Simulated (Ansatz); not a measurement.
# Response of Li2Pd to small distortions

```xyz
3
Lattice="4.2267 0.0000 0.0000 -2.1134 3.6604 0.0000 0.0000 0.0000 2.7319" Properties=species:S:1:pos:R:3 pbc="T T T"
Li    0.0000    2.4403    1.3659
Li    2.1134    1.2201    1.3659
Pd    0.0000    0.0000    0.0000
```

Atom numbers follow the list: Li1, Li2, Pd3.

The geometry is COD entry 1523156, unchecked; take it as a test cell.

Spin polarisation is left out, and whether a magnetic state lies lower isn't shown here.

The calculation used Ansatz 0.2.0, DFT, LDA, all-electron LAPW, scalar-relativistic.

The runs use a Γ-centred 11×11×15 k mesh, Fermi–Dirac smearing of 0.08 eV, basis error target 0.5 meV/atom, no spin polarisation.

The unchanged cell is at -4.95 GPa.

In a metal, stresses and small energies carry noise from the k mesh.

x, y and z are the Cartesian axes of the cell as listed; fractional coordinates follow a strain, and an engineering shear is twice the off-diagonal strain component.

(1) With this change (equal xy, yz and zx engineering shear strains of -2 %), what becomes of the energy and stress and forces?

(2) With this change (equal xy, yz and zx engineering shear strains of -1 %), what becomes of the energy and stress and forces?

With equal xy, yz and zx engineering shear strains of +1 %: energy change under 1 meV/atom; stress change (xx, yy, zz, yz, xz, xy) 0.01, 0.01, 0.00, -0.13, -0.13, -0.27 GPa, compression positive; change of the force on Li1 (-0.025, 0.000, -0.001) eV/Å.

(3) With this change (equal xy, yz and zx engineering shear strains of +2 %), what becomes of the energy and stress and forces?

## Answers

(1) Energy change under 1 meV/atom; stress change (xx, yy, zz, yz, xz, xy) 0.05, 0.03, 0.01, 0.27, 0.27, 0.55 GPa, compression positive; change of the force on Li1 (0.047, 0.000, -0.002) eV/Å.

(2) Energy change under 1 meV/atom; stress change (xx, yy, zz, yz, xz, xy) 0.01, 0.01, 0.00, 0.13, 0.13, 0.27 GPa, compression positive; change of the force on Li2 (-0.024, 0.000, 0.001) eV/Å.

(3) Energy change under 1 meV/atom; stress change (xx, yy, zz, yz, xz, xy) 0.05, 0.03, 0.01, -0.25, -0.25, -0.53 GPa, compression positive; change of the force on Li1 (-0.050, 0.000, -0.002) eV/Å.
